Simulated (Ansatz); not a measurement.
CdSe:
```
CELL_PARAMETERS angstrom
      4.38292     0.00000     0.00000
     -2.19146     3.79572     0.00000
      0.00000     0.00000     7.15369
ATOMIC_POSITIONS crystal
  Cd 0.66667 0.33333 0.00048
  Cd 0.33333 0.66667 0.50048
  Se 0.66667 0.33333 0.62472
  Se 0.33333 0.66667 0.12472
```

Cartesian axes are those of the cell as given.

Question: Give the proper piezoelectric stress tensor with relaxed ions from PBE (plane waves, PAW; program Ansatz).

Answer: In C/m², rows x, y, z, Voigt columns; mesh uncertainty up to 0.01.
```
 0.00   0.00   0.00   0.00   0.05   0.00
 0.00   0.00   0.00   0.05   0.00   0.00
 0.09   0.09  -0.13   0.00   0.00   0.00
```

The elastic tensor of the same run (GPa):

|  | 1 | 2 | 3 | 4 | 5 | 6 |
|---|---|---|---|---|---|---|
| 1 | 65.4 | 37.2 | 30.7 | 0.0 | 0.0 | 0.0 |
| 2 | 37.2 | 65.4 | 30.7 | 0.0 | 0.0 | 0.0 |
| 3 | 30.7 | 30.7 | 73.5 | 0.0 | 0.0 | 0.0 |
| 4 | 0.0 | 0.0 | 0.0 | 12.7 | 0.0 | 0.0 |
| 5 | 0.0 | 0.0 | 0.0 | 0.0 | 12.7 | 0.0 |
| 6 | 0.0 | 0.0 | 0.0 | 0.0 | 0.0 | 14.1 |

Question: Convert to strain constants d = e·S.

Answer: In pC/N:
```
 0.0   0.0   0.0   0.0   3.9   0.0
 0.0   0.0   0.0   3.9   0.0   0.0
 1.9   1.9  -3.3   0.0   0.0   0.0
```

Space group P6_3mc (wurtzite). The cell was relaxed with PBE under the symmetry of its start; phonons on a q-mesh show no instability.

Potentials: the later of the program's two PAW sets.
